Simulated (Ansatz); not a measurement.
Se (trigonal-Se type, space group P3_121)

```yaml
crystal:
  lattice:
    - [9.06910, 0.00000, 0.00000]
    - [-2.26727, 3.92703, 0.00000]
    - [0.00000, 0.00000, 5.04146]
  atoms:
    - { symbol: Se, position: [0.10907, 0.00000, 0.83333] }
    - { symbol: Se, position: [0.60907, 0.00000, 0.83333] }
    - { symbol: Se, position: [0.00000, 0.21814, 0.16667] }
    - { symbol: Se, position: [0.50000, 0.21814, 0.16667] }
    - { symbol: Se, position: [0.39093, 0.78186, 0.50000] }
    - { symbol: Se, position: [0.89093, 0.78186, 0.50000] }
```

Scan: atom 1 (Se, nearest neighbour Se at 2.400 Å; its periodic images, 4.5 Å or more away, move with it) is displaced along Cartesian [110], direction (0.707, 0.707, 0.000) in Cartesian axes, by s. The other atoms stay.

Method: PBE (plane waves to 420 eV, PAW, scalar-relativistic; Ansatz, a quantum-chemistry and plane-wave program). k mesh 7×7×5 (Γ-centred), Fermi-Dirac smearing 0.05 eV. The energy includes the smearing's −TS. As the smearing reaches across the gap at some points, energies and forces of such displacements shift with the k mesh and the smearing. Se was relaxed with its symmetry unable to fall. ΔE is measured from the undisplaced structure. The last digit holds for this mesh only.

```json
[
 {"s (Å)": "-0.720", "ΔE (meV/cell)": "1673.8"},
 {"s (Å)": "-0.576", "ΔE (meV/cell)": "1038.7"},
 {"s (Å)": "-0.432", "ΔE (meV/cell)": "563.3"},
 {"s (Å)": "-0.288", "ΔE (meV/cell)": "240.2"},
 {"s (Å)": "-0.144", "ΔE (meV/cell)": "57.3"},
 {"s (Å)": "0.000", "ΔE (meV/cell)": "0.0"},
 {"s (Å)": "0.144", "ΔE (meV/cell)": "51.4"},
 {"s (Å)": "0.288", "ΔE (meV/cell)": "withheld"},
 {"s (Å)": "0.432", "ΔE (meV/cell)": "405.3"},
 {"s (Å)": "0.576", "ΔE (meV/cell)": "667.5"},
 {"s (Å)": "0.720", "ΔE (meV/cell)": "958.4"}
]
```

Problem. Fit a polynomial form (powers 2, 3, 4) to the given rows and predict ΔE at s = 0.288.

Solution. Least squares on the 10 given rows: ΔE = (2628)·s² + (-961.7)·s³ + (-172.7)·s⁴, in meV/cell with s in Å; root-mean-square residual 1.20 meV/cell. At 0.288 the fit gives 193.8 meV/cell; the calculation gives 193.1 meV/cell, so the interpolation is off by 0.7 (+0.4 %). The quadratic term alone would give 218.0 meV/cell.

(For displaced atoms, the force is minus the slope of the energy, and its curvature is a force constant, which sets phonon frequencies.)
